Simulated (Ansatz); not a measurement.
## Frozen-phonon scan for InP (zinc blende)

InP (zinc blende)

```
InP
1.0
    0.00000     5.90701     5.90701
    2.95351     2.95351     5.90701
    2.95351     2.95351     0.00000
P In
2 2
Direct
  0.00000   0.75000   0.75000
  0.50000   0.75000   0.75000
  0.00000   0.00000   0.00000
  0.50000   0.00000   0.00000
```

A phonon eigenvector at X = (0.5, 0.5, 0.0) is frozen into this cell: atom i moves by Q times the vector below, so Q is the largest atomic displacement, in Å. The cell is held. It is one choice among 2 degenerate patterns. (q is in reciprocal vectors of the primitive cell; the cell shown is doubled to hold the pattern.)

```tsv
atom	x	y	z
P1	0.000	-1.000	0.000
P2	0.000	1.000	0.000
In3	0.198	0.000	0.000
In4	-0.198	0.000	0.000
```

Level of theory: r2SCAN (plane waves to 500 eV, PAW, scalar-relativistic; Ansatz, an electronic-structure program). k mesh 10×10×10 (Γ-centred), Fermi-Dirac smearing 0.05 eV. The energy includes the smearing's −TS. Compression counts positive. InP was relaxed with its symmetry unable to fall. ΔE is measured from the undisplaced structure.

| Q (Å) | ΔE (eV/cell) | −dE/dQ from forces (eV/Å) | P (GPa) |
|---|---|---|---|
| -0.280 | 1.008 | 7.186 | 3.54 |
| -0.233 | 0.701 | 5.999 | 2.47 |
| -0.187 | 0.449 | 4.804 | 1.58 |
| -0.140 | 0.252 | 3.605 | 0.89 |
| -0.093 | 0.112 | 2.404 | 0.40 |
| -0.047 | 0.028 | 1.202 | 0.10 |
| 0.000 | 0.000 | 0.000 | 0.00 |
| 0.047 | 0.028 | -1.202 | 0.10 |
| 0.093 | 0.112 | -2.404 | 0.40 |
| 0.140 | 0.252 | -3.605 | 0.89 |
| 0.187 | 0.449 | -4.804 | 1.58 |
| 0.233 | 0.701 | -5.999 | 2.47 |
| 0.280 | 1.008 | -7.186 | 3.54 |

Read from the data:

```
Property                                                                                                             Result
-----------------------------------------------------------  --------------------------------------------------------------
Energy at Q = 0.280 Å                                                                                         1008 meV/cell
Space group of the distorted cell                                                       C222_1 (No. 20), lowered from F-43m
Symmetry of the curve                                                                         even: the same for both signs
Shape of the curve                                           a single well with its minimum at or next to zero displacement
Harmonic wavenumber from the curvature (finite differences)                                                        314 cm⁻¹
Wavenumber by perturbation theory (DFPT, on another k mesh)                                                        314 cm⁻¹
```

(For displaced atoms, the force is minus the slope of the energy, and its curvature is a force constant, which sets phonon frequencies.)
